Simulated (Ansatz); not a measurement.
BiB in space group P-6m2 (No. 187; B on 1a, Bi on 1f), a = b = 3.6343 Å, c = 3.3437 Å, α = β = 90.00°, γ = 120.00°.

Relaxed with r²SCAN.

**Question.** Decompose the optical modes at the zone centre into irreducible representations, and say which are infrared and Raman allowed.

**Answer.** Point group -6m2: Γ_opt = A2'' + E'. Infrared: A2'', E'. Raman: E'.

**Question.** Assign frequencies (DFPT, DFT-r²SCAN in the program Ansatz with PAW potentials).

**Answer.** A2'' 141i, E' 250 cm⁻¹.

A made-up cell: these elements were put on the sites of a structure type; neither database checked (COD, Materials Project) lists it. Its standing as an ambient phase is unchecked. The cell was relaxed with r²SCAN under the symmetry of its start. At this level the phase is dynamically unstable (imaginary phonons). As this level gives no gap, phonon frequencies hold no LO–TO term and depend on the k-mesh and smearing (Fermi–Dirac, 0.1 eV here). Scalar-relativistic: spin–orbit coupling is off unless named, which matters more the heavier the elements.

Potentials: the later of the program's two PAW sets.
